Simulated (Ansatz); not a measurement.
CaI2:
```yaml
crystal:
  lattice:
    - [4.48979, 0.00000, 0.00000]
    - [-2.24490, 3.88828, 0.00000]
    - [0.00000, 0.00000, 7.05712]
  atoms:
    - { symbol: Ca, position: [0.00000, 0.00000, 0.00000] }
    - { symbol: I, position: [0.33333, 0.66667, 0.25021] }
    - { symbol: I, position: [0.66667, 0.33333, 0.74979] }
```

Relaxed with r²SCAN+D4.

### Question
Give the Bader charges and basin volumes of the independent atoms, the program Ansatz at the r²SCAN+D4 level (PAW).

### Answer


```json
[
 {"atom": "Ca1", "Bader charge (e)": "+1.52", "Bader volume (Å³)": "14.6"},
 {"atom": "I2", "Bader charge (e)": "-0.76", "Bader volume (Å³)": "53.6"}
]
```

Space group P-3m1 (CdI2 type). The first step of the workflow began from a Materials Project structure, measured or hypothetical; the Crystallography Open Database files this formula in space group No. 164, but the cells were not matched. Whether it is the stable phase at ambient conditions was not checked. Symmetry was held in the r²SCAN+D4 relaxation; its stability against distortions is not shown here. Scalar-relativistic: spin–orbit coupling is off unless named, which matters more the heavier the elements.

Potentials: the later of the program's two PAW sets.
